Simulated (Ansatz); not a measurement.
Relaxed-ion elastic tensor of Ir (diamond, Fd-3m) in GPa (Voigt order), plane-wave PAW PBEsol (Ansatz code); density 15.30 g/cm³, 20.87 Å³ per atom.

```
 206   206   206   0.0   0.0   0.0
 206   206   206   0.0   0.0   0.0
 206   206   206   0.0   0.0   0.0
 0.0   0.0   0.0  52.6   0.0   0.0
 0.0   0.0   0.0   0.0  52.6   0.0
 0.0   0.0   0.0   0.0   0.0  52.6
```

**Question.** Is the crystal mechanically stable?

**Answer.** On the edge, within the error: the smallest eigenvalue of C is 0.1 GPa.

**Question.** Work out the Voigt and Reuss bounds. Is their mean of use?

**Answer.** K_V = 206, K_R = 206; G_V = 31.6, G_R = 0.2 GPa. The bounds lie so far apart that a Hill average or a Debye temperature from it would say little.

The start of the workflow was typed in or built on a structure type; neither database checked (COD, Materials Project) lists it. It is not the phase usual at ambient conditions (space group No. 225). The PBEsol relaxation kept the symmetry of its start; its stability against distortions is not shown here. No spin polarisation was allowed. As this level gives no gap, shear constants depend on the k-mesh and smearing (Fermi–Dirac, 0.1 eV here). Spin–orbit coupling is left out wherever it is not named.

Potentials: the earlier of the program's two PAW sets. The files were generated under PBE; for other functionals the program regenerates the frozen cores, and for LDA and PBEsol the local potential too.
